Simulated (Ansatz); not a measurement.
Hydrogen-ended wire of C, C17NH24

These are results of DFT, PBEsol, PAW, plane waves (Ansatz 0.2.0), not measurements.

Command (of this form; memory limits and the device number are left out):

```sh
ansatz run in.yaml --threads 7 --pin off --runs-dir r --events-out ev --progress --plain
```

The input less its lattice and atoms (starting moments on atoms near the defect: 1 μB in all):

```yaml
kpoints:
  mp_grid: { grid: [1, 1, 2] }
hamiltonian:
  xc: pbesol
magnetization:
  spin_polarized: true
scf:
  occupations: { method: fermi_dirac, width: 0.01 }
relax:
  f_tol: 0.03
  max_steps: 80
  escape_saddle: false
  adjacent_minimum: "off"
output:
  forces: true
  eigenvalues: true
  populations: true
```

Start:

```xyz
42
Lattice="11.4551 -11.4551 0.0000 0.0000 0.0000 16.2000 -5.3307 -5.3307 0.0000" Properties=species:S:1:pos:R:3 pbc="T T T"
C     3.9667   -7.4749    8.0932
C     1.2456  -10.1537    9.0109
C     4.8498   -6.6509    8.9684
C     2.1831   -9.3089    8.0827
C     0.3790  -11.0335    8.0930
C     2.2166  -11.0398    6.3522
C     2.1920   -7.4813    6.3186
C     5.7439   -7.5057    6.3201
C     3.0401  -10.1417    7.2182
C     3.0601   -6.6211    7.2104
C     1.2896  -11.9298    7.2119
C     0.4085   -9.2569    6.3410
C     3.9496   -9.2641    6.3443
C     3.9425   -5.7282    6.3315
C     1.3050   -8.3975    7.2276
C     4.8127   -8.4131    7.2237
C     4.8479   -4.8532    7.2092
N     3.0640   -8.3411    8.9812
H     0.6178   -9.5144    9.6673
H     1.9583  -10.8026    9.6326
H     4.2003   -5.9517    9.6821
H     5.5121   -7.2528    9.6412
H     2.3977   -7.7558    9.6219
H     3.7011   -9.0849    9.6845
H     1.4724  -10.3981    5.6166
H     2.8618  -11.7269    5.6978
H     1.5280   -6.8668    5.6883
H     2.8567   -8.1712    5.6380
H     5.0624   -6.8458    5.6582
H     6.3602   -8.1698    5.6841
H     3.7181  -10.8300    7.8841
H     2.4219   -5.9736    7.8612
H     7.2713   -7.2844    7.8668
H    -0.2941   -8.6179    5.6793
H     1.0681   -9.9216    5.7234
H     3.2890   -8.5877    5.6920
H     4.5760   -9.9702    5.6458
H     3.2639   -5.0903    5.6598
H     4.5840   -6.3829    5.6861
H     0.6425   -7.7145    7.8434
H     5.5251   -9.0531    7.8684
H    -1.1368   -9.4955    7.8844
```

Steps:

```
 step  energy less the first (eV)  largest force component (eV/Å)
start                       0.000                          12.378
    1                      -8.545                           4.614
    2                     -12.149                           1.521
    3                     -13.450                           0.556
    4                     -13.856                           0.188
    5                     -13.875                           0.117
    6                     -13.878                           0.011
```

A structure on the way, about -12.15 eV from the start:

```
C N H
1.0
    11.45513  -11.45513    0.00000
     0.00000    0.00000   16.20000
    -5.33070   -5.33070    0.00000
C N H
17 1 24
Direct
  0.49971 0.49475 0.33022
  0.49988 0.55115 0.83161
  0.50002 0.55094 0.16899
  0.49994 0.49433 0.66961
  0.49920 0.49749 0.99996
  0.58933 0.39294 0.83179
  0.41148 0.39096 0.49946
  0.58847 0.39206 0.16494
  0.58011 0.44450 0.66512
  0.41945 0.44410 0.33441
  0.57978 0.44518 0.99908
  0.41141 0.39195 0.83460
  0.58821 0.39162 0.49917
  0.41018 0.39280 0.16633
  0.41997 0.44328 0.66636
  0.57997 0.44386 0.33353
  0.41900 0.44561 0.00013
  0.49994 0.54691 0.49950
  0.44534 0.59225 0.82699
  0.55571 0.59090 0.82786
  0.44556 0.59286 0.17282
  0.55569 0.59064 0.17153
  0.44967 0.58735 0.50075
  0.55099 0.58699 0.50077
  0.53702 0.34856 0.83158
  0.64882 0.35917 0.83179
  0.35207 0.35744 0.49987
  0.46401 0.34694 0.49887
  0.53562 0.34915 0.16387
  0.64720 0.35753 0.16554
  0.63197 0.49071 0.66277
  0.36775 0.48991 0.33728
  0.63183 0.49052 0.00038
  0.35296 0.35640 0.83405
  0.46547 0.34988 0.83877
  0.53486 0.34805 0.50022
  0.64735 0.35690 0.50008
  0.35103 0.35841 0.16740
  0.46236 0.34907 0.16475
  0.36785 0.48893 0.66442
  0.63184 0.48992 0.33361
  0.36642 0.49026 0.99828
```

End:

```
C N H
1.0
    11.45513  -11.45513    0.00000
     0.00000    0.00000   16.20000
    -5.33070   -5.33070    0.00000
C N H
17 1 24
Direct
  0.49990 0.49139 0.33199
  0.49990 0.54803 0.83082
  0.49990 0.54803 0.16866
  0.49989 0.49139 0.66749
  0.49991 0.49450 0.99974
  0.59618 0.39411 0.83370
  0.40370 0.39231 0.49975
  0.59616 0.39410 0.16577
  0.58191 0.44323 0.66547
  0.41787 0.44324 0.33400
  0.58184 0.44507 0.99974
  0.40362 0.39410 0.83371
  0.59607 0.39229 0.49973
  0.40362 0.39410 0.16579
  0.41787 0.44325 0.66550
  0.58191 0.44324 0.33399
  0.41797 0.44506 0.99975
  0.49988 0.54281 0.49974
  0.44494 0.58863 0.82791
  0.55488 0.58862 0.82788
  0.44493 0.58862 0.17159
  0.55487 0.58863 0.17159
  0.44725 0.58208 0.49976
  0.55246 0.58211 0.49973
  0.55805 0.33764 0.83487
  0.66083 0.37224 0.83329
  0.33886 0.37099 0.49974
  0.44162 0.33572 0.49976
  0.55801 0.33765 0.16462
  0.66080 0.37221 0.16616
  0.62931 0.49332 0.66300
  0.37047 0.49333 0.33644
  0.62992 0.49404 0.99976
  0.33899 0.37222 0.83334
  0.44177 0.33764 0.83480
  0.55813 0.33571 0.49972
  0.66090 0.37095 0.49973
  0.33897 0.37225 0.16617
  0.44174 0.33762 0.16466
  0.37046 0.49334 0.66305
  0.62933 0.49332 0.33647
  0.36990 0.49404 0.99974
```

The run converged.

Time: 100 s of wall time on 7 threads of a Neoverse-V2 processor, on a host shared with other runs; peak host memory 3.8 GiB.

How much energy did the relaxation gain, and which atom moved most?

13.88 eV in 6 steps, from a start with small random displacements; atom 36 (H) moved 0.69 Å, the median atom 0.18 Å (drift of the whole cell removed).
